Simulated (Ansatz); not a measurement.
NbAl$_{3}$:
```
NbAl3
1.0
   -1.91709     1.91709     4.28858
    1.91709    -1.91709     4.28858
    1.91709     1.91709    -4.28858
Al Nb
3 1
Direct
  0.50000   0.50000   0.00000
  0.75000   0.25000   0.50000
  0.25000   0.75000   0.50000
  0.00000   0.00000   0.00000
```

Relaxed with r²SCAN.

Question: Map the electron localisation function on the plane through (0.500, 0.500, 0.000) spanned by u = [0, 0, 1] and v = [1, -1, 0] in lattice vectors, from plane-wave PAW r²SCAN (Ansatz code).

Answer: x is the fraction of u, y of v (the angle between them is 90°; rows are the nearest grid lines); atoms in the plane: Al at (0.00, 0.00), Al at (0.50, 0.25), Al at (0.50, 0.75), Nb at (0.00, 0.50).
```
|01003566667888876666530010|
|10014666667888876666641001|
|00036766667777776666763000|
|56788777653100135677788765|
|77788777640000004677788777|
|66667778630011003687776666|
|33445678730000003787654433|
|33223467740000004776432233|
|66422357762000026775322466|
|99984235788766788753248999|
|67996324788888888742369976|
|14897324688888888642379841|
|14897324688888888642379841|
|67996324788888888742369976|
|99984235788766788753248999|
|66422357762000026775322466|
|33223467740000004776432233|
|33445678730000003787654433|
|66667778630011003687776666|
|77788777640000004677788777|
|56788777653100135677788765|
|00036766667777776666763000|
|10014666667888876666641001|
|01003566667888876666530010|
```
Scale: ten equal steps from 0.013 (start of '0') to 0.782 (end of '9'), in the order '0123456789'; x runs from 0.000 to 1.00, y from 0.000 (bottom) to 1.00 (top).

The density is the valence pseudo-density with augmentation charge, so density and ELF within about 1 Å of a nucleus are not all-electron values.

Space group I4/mmm. The workflow started from a Materials Project entry (that database holds measured and hypothetical structures alike); the Crystallography Open Database copy checked does not list it. With Al and Nb taken as one species the cell has the higher symmetry I4/mmm, so it may be an ordered model of a mixed-site phase. Whether it is the stable phase at ambient conditions was not checked. The r²SCAN relaxation kept the symmetry of its start; of distortions, only those at the zone centre were tested. The run is not spin-polarised.

Potentials: the later of the program's two PAW sets.
